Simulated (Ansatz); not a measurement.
Relaxed-ion elastic tensor of AgAu$_{3}$ (Cu3Au type, space group No. 221) in GPa (Voigt order), DFT-r²SCAN in the program Ansatz with PAW potentials; density 16.63 g/cm³, 17.44 Å³ per atom.

```
 159   130   130   0.0   0.0   0.0
 130   159   130   0.0   0.0   0.0
 130   130   159   0.0   0.0   0.0
 0.0   0.0   0.0  32.8   0.0   0.0
 0.0   0.0   0.0   0.0  32.8   0.0
 0.0   0.0   0.0   0.0   0.0  32.8
```

Q: Is the crystal mechanically stable?

A: Yes: the smallest eigenvalue of C is 28.6 GPa.

Q: Work out the Voigt, Reuss and Hill averages.

A: K_V = 139, K_R = 139, K_H = 139; G_V = 25.4, G_R = 21.6, G_H = 23.5 GPa.

Q: Give Young's modulus, Poisson's ratio, Pugh's ratio and the universal anisotropy index.

A: E = 9KG/(3K + G) = 66.8 GPa; ν = 0.42; K/G = 5.93 (ductile by the Pugh limit of 1.75); A_U = 5G_V/G_R + K_V/K_R − 6 = 0.88.

Q: Estimate the sound speeds and the Debye temperature.

A: v_l = √((K + 4G/3)/ρ) = 3200 m/s, v_t = √(G/ρ) = 1190 m/s, mean 1350 m/s; Θ = (h/k)(3n/4πV)^(1/3) v_m = 155 K.

Q: Give the Zener ratio and Young's modulus along [100], [110] and [111].

A: A = 2C44/(C11 − C12) = 2.29; 1/E = S11 − 2(S11 − S12 − S44/2)Γ with Γ = 0, 1/4, 1/3 gives 41.5, 70.2, 91.2 GPa.

Q: Solve the Christoffel equation for the three sound speeds along [100], [110], [111].

A: Eigenvalues of C_ijkl n_j n_l equal ρv². In km/s, slowest first: [100] 1.40, 1.40, 3.09; [110] 0.93, 1.40, 3.26; [111] 1.11, 1.11, 3.32.

Space group Pm-3m (Cu3Au type). The first step of the workflow began from a Materials Project structure, measured or hypothetical; the Crystallography Open Database copy checked does not list it. Whether it is the stable phase at ambient conditions was not checked. The r²SCAN relaxation kept the symmetry of its start; whether a distortion lowers the energy is not shown. The run is not spin-polarised. As this level gives no gap, shear constants depend on the k-mesh and smearing (Fermi–Dirac, 0.1 eV here). Spin–orbit coupling is left out wherever it is not named.

Potentials: the later of the program's two PAW sets.
